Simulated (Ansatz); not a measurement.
Sc:
```cif
data_Sc3
_chemical_formula_sum 'Sc3'
_space_group_name_H-M_alt 'P 1'
_space_group_IT_number 1
_cell_length_a 3.25935
_cell_length_b 3.25935
_cell_length_c 8.14296
_cell_angle_alpha 90.000
_cell_angle_beta 90.000
_cell_angle_gamma 120.000
loop_
_space_group_symop_operation_xyz
  'x, y, z'
loop_
_atom_site_label
_atom_site_type_symbol
_atom_site_fract_x
_atom_site_fract_y
_atom_site_fract_z
_atom_site_occupancy
Sc1 Sc 0.50000 0.00000 0.00000 1
Sc2 Sc 0.50000 0.50000 0.33333 1
Sc3 Sc 0.00000 0.50000 0.66667 1
```

Relaxed with r²SCAN.

Problem. Tabulate the valence density and the electron localisation function along the shortest Sc–Sc contact (3.17 Å), r²SCAN (plane waves, PAW; program Ansatz).

Solution. 

```
distance from Sc (Å)  density (e/Å³)   ELF
--------------------  --------------  ----
0.32                            6.66  0.43
0.47                            4.92  0.70
0.63                            2.74  0.75
0.79                            1.16  0.60
0.95                            0.43  0.25
1.11                            0.20  0.08
1.27                            0.13  0.07
1.42                            0.11  0.12
1.58                            0.11  0.15
1.74                            0.11  0.12
1.90                            0.13  0.07
2.06                            0.20  0.08
2.22                            0.43  0.25
2.37                            1.16  0.60
2.53                            2.74  0.75
2.69                            4.92  0.70
2.85                            6.66  0.43
```

The density is the valence pseudo-density with augmentation charge, so density and ELF within about 1 Å of a nucleus are not all-electron values.

Space group P6_222. The workflow started from a Materials Project entry (that database holds measured and hypothetical structures alike); the Crystallography Open Database copy checked does not list it. It is not the phase usual at ambient conditions (space group No. 194). The r²SCAN relaxation kept the symmetry of its start. At this level the phase is dynamically unstable (imaginary phonons). The run is not spin-polarised. Axis ratios of metals converge slowly with the k-mesh, so a and c are less sure than the volume.

Potentials: the later of the program's two PAW sets.
